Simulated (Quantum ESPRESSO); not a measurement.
Al$_{2}$O$_{3}$, space group R-3c (No. 167):

```xyz
10
Lattice="2.4265 1.4010 4.2846 -2.4265 1.4010 4.2846 0.0000 -2.8019 4.2846" Properties=species:S:1:pos:R:3 pbc="T T T"
Al     0.0000     0.0000     1.8897
Al     0.0000     0.0000    10.9642
Al     0.0000     0.0000     4.5373
Al     0.0000     0.0000     8.3167
O      0.9457     1.4010     7.4981
O     -0.9457    -1.4010     5.3558
O     -1.6861     0.1185     7.4981
O      1.6861    -0.1185     5.3558
O      0.7404    -1.5194     7.4981
O     -0.7404     1.5194     5.3558
```
The cell was made here from a computed Materials Project entry: strained by -2 % along the unique axis and by +1 % across it, atoms relaxed (PBE without dispersion, pw.x of a modified build of Quantum ESPRESSO, symmetry kept). The parent is Al2O3 in R-3c. Stability against distortions was not tested.

```csv
site,Wyckoff letter,site symmetry
Al,c,3
O,e,2
```

Cores are frozen. Against all-electron runs on small test molecules, this scheme's |Vzz| missed by −7 % on Al, −2 to +6 % on O.

Task: Where does symmetry force the field gradient to vanish or to be axial, and what does a PBE PAW density (pw.x of Quantum ESPRESSO, JTH datasets) with the all-electron reconstruction of Petrilli and co-workers give?

Result: 
```json
[
 {"site": "Al", "by symmetry": "axial, η = 0 (an axis of order 3 or more)", "Vzz (a.u.)": "0.072", "η_Q": "0.00"},
 {"site": "O", "by symmetry": "η is free", "Vzz (a.u.)": "-0.400", "η_Q": "0.25"}
]
```
